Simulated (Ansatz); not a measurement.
**Calculated electric field gradients for Bi2Te3**

The cell is a Materials Project structure (computed, not necessarily an observed phase).

```xyz
5
Lattice="2.2091 1.2754 10.7524 -2.2091 1.2754 10.7524 0.0000 -2.5508 10.7524" Properties=species:S:1:pos:R:3 pbc="T T T"
Bi    0.0000    0.0000   19.4566
Bi    0.0000    0.0000   12.8007
Te    0.0000    0.0000   25.2637
Te    0.0000    0.0000    0.0000
Te    0.0000    0.0000    6.9936
```

Atom numbers follow the list; atoms alike are taken as one site, whose name carries the number of the first.

Level of theory: DFT, PBE, plane waves and PAW, scalar-relativistic, 420 eV cutoff, Γ-centred 9×9×9 k-points, Fermi–Dirac smearing 0.01 eV (Ansatz 0.2.0).

C_Q = eQV_zz/h, which is 24.18 MHz for Q = 1 b and V_zz = 10²¹ V/m²; η = (V_xx − V_yy)/V_zz. ν_Q = 3|C_Q|/[2I(2I − 1)].

²⁰⁹Bi: I = 9/2, Q = -516.0 mb. Q values from Pyykkö, Mol. Phys. 116, 1328 (2018).

| site | atoms (order as listed) | first shell | C_Q (MHz) | η | ν_Q (MHz) |
| --- | --- | --- | --- | --- | --- |
| Bi | 1, 2 | 6 Te at 3.07–3.27 Å | -19.5 | 0.00 | 0.813 |

An axis of threefold or higher order runs through Bi, so V_zz lies along it and η is zero.

Te has no stable isotope with a ground-state quadrupole moment in the table, so these sites are left out.

Spin–orbit coupling is left out, which shifts gradients on Bi by a few per cent in wide-gap crystals, and can shift them far more where the calculated gap is small or absent, as here. Newer work puts Q(²⁰⁹Bi) near −420 mb, which would lower these couplings by about a fifth.

Hardware: 1 thread of Arm Neoverse N1 (aarch64; 36 cores open to the job, memory cap 3.0 GiB, no GPU), a shared host with a load of 0.9 a core. Wall time 1.7 min, CPU time 1.7 min, peak memory 0.77 GiB.
